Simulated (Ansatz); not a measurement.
Here is an unrelaxed guess for GaSe5.

```cif
data_structure
_symmetry_space_group_name_H-M 'P-62m'
_symmetry_Int_Tables_number 189
_cell_length_a 6.1771
_cell_length_b 6.1771
_cell_length_c 5.5807
_cell_angle_alpha 90.000
_cell_angle_beta 90.000
_cell_angle_gamma 120.000
_cell_volume 184.41
loop_
_atom_site_label
_atom_site_type_symbol
_atom_site_symmetry_multiplicity
_atom_site_Wyckoff_symbol
_atom_site_fract_x
_atom_site_fract_y
_atom_site_fract_z
_atom_site_occupancy
Ga1 Ga 1 b 0.00000 0.00000 0.50000 1
Se1 Se 3 f 0.66053 0.00000 0.00000 1
Se2 Se 2 d 0.33333 0.66667 0.50000 1
```

Computed with DFT PBE, scalar-relativistic, plane waves, PAW in Ansatz. Cutoff 420 eV; k points 3×3×4 on the computed 6-atom cell (Γ-centred); Gaussian smearing, width 0.10 eV; no spin polarisation.

The zero of energy is the elements' standard structures at the same level; no fitted shifts are applied.

Q: Estimate its pressure, forces and energy as it stands.

A: The pressure is -9.0 GPa (the mean over three directions, positive in compression), the largest force is 0.30 eV/Å, and the energy is +0.91 eV/atom against the elements. The shortest distance is 3.46 Å.

Q: How much does it gain on relaxing, and where does it end?

A: Relaxing gains about 0.71 eV/atom (the start's value is from the coarse mesh, so the gain is rough) in 22 ionic steps and ends at +0.20 eV/atom on the finer mesh. The symmetry stays P-62m (No. 189). The volume per atom shrinks by 27.7 %, from 30.7 to 22.2 Å³. The shortest distance goes from 3.46 Å (Se–Se) to 2.80 Å (Ga–Se). The ratio c/a of the conventional cell changes by a factor of 0.64. Conventional cell: a = 6.428 Å, c = 3.725 Å. Ga has 6 Se at 2.80 Å; around Se on a site of symmetry m2m lie 2 Ga at 2.80 Å and 4 Se at 2.86 Å; Se on a site of symmetry -6 is surrounded by 6 Se at 2.86 Å.

The last run used a 6×6×10 mesh (in the run's order of axes) for its 6-atom cell and Gaussian smearing of 0.10 eV. An odd number of electrons in the primitive cell allows no gap without spin; a larger cell or a magnetic state could open one. The cell is a metal run without spin; a magnetic state may lie lower. The reference form of Se is held partly by dispersion forces, which this level lacks. The relaxation can't lower the symmetry of the start. A structure relaxed within its symmetry needn't be a true minimum. Another cell of GaSe5 relaxed alike, in P-6m2, lies 65 meV/atom lower, so this cell isn't the stable form at this level.
